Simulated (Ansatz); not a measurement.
TeP₂ (Cmmm)

All numbers below come from Ansatz, DFT PBE, scalar-relativistic, plane waves, PAW.

Settings: cutoff 420 eV, Γ-centred mesh 14×14×16 on the computed 3-atom cell, Gaussian smearing of 0.10 eV; no spin polarisation.

The structure is relaxed at this level of theory with its symmetry kept, and needn't be the ground state of this composition.

```
Te P
1.0
     1.62065   -8.36092    0.00000
     1.62065    8.36092    0.00000
     0.00000    0.00000    2.80109
Te P
1 2
Direct
  0.50000 0.50000 0.00000
  0.79501 0.20499 0.00000
  0.20499 0.79501 0.00000
```

Formation energy from the elements' standard states (uncorrected)?

+0.228 eV/atom.

Kohn–Sham band gap?

none (metal).

Density of states at the Fermi level?

1.4 states/eV per cell.

Orbital (Löwdin) character within 0.5 eV of the Fermi level?

Te 5p 51 %, P 3p 38 %.

Bader charge by site (e)?

Te (1 in the cell) 0.02, P (2 in the cell) -0.01.

Spin-orbit coupling is left out, which matters for the bands of heavy elements. The cell holds layers, chains or molecules and no dispersion correction was added, so their binding is poorly described.

The cell was found from a structure generator's guess, not taken from experiment. Löwdin shares on free-atom orbitals overweight diffuse shells.
